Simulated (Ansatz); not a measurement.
# Property card for Bi

Bi (diamond, Fd-3m), a = b = c = 7.2345 Å, α = β = γ = 90.00°; the cell used has 2 atoms.

Space group Fd-3m (No. 227), diamond; conventional cell a = b = c = 7.2345 Å, α = β = γ = 90.00°.

Method: r²SCAN (plane waves, PAW; program Ansatz). The cell and atoms are relaxed at this level. Other levels are named where they apply.

**Cell and energy**

Volume per atom: 47.33 Å³
Density: 7.33 g/cm³

**Electronic structure**

- Electronic character = metallic (no gap)
- Density of states at the Fermi level = 0.41 states/eV per atom (mean over ±0.08 eV)
- Gap with spin–orbit coupling = none (metallic)

**Mechanics**

Bulk modulus (Birch–Murnaghan fit): 31.5 GPa
Pressure derivative B′: 4.4
Elastic constants (relaxed ions, GPa): C11 = 31.3, C12 = 31.9, C44 = -15.0
Mechanical stability: unstable (C has a negative eigenvalue)

The start of the workflow was typed in or built on a structure type; neither database checked (COD, Materials Project) lists it. It is not the phase usual at ambient conditions (space group No. 166). The cell was relaxed with r²SCAN under the symmetry of its start. As this level gives no gap, shear constants depend on the k-mesh and smearing (Fermi–Dirac, 0.1 eV here). Scalar-relativistic: spin–orbit coupling is off unless named, which matters more the heavier the elements.

Potentials: the earlier of the program's two PAW sets.
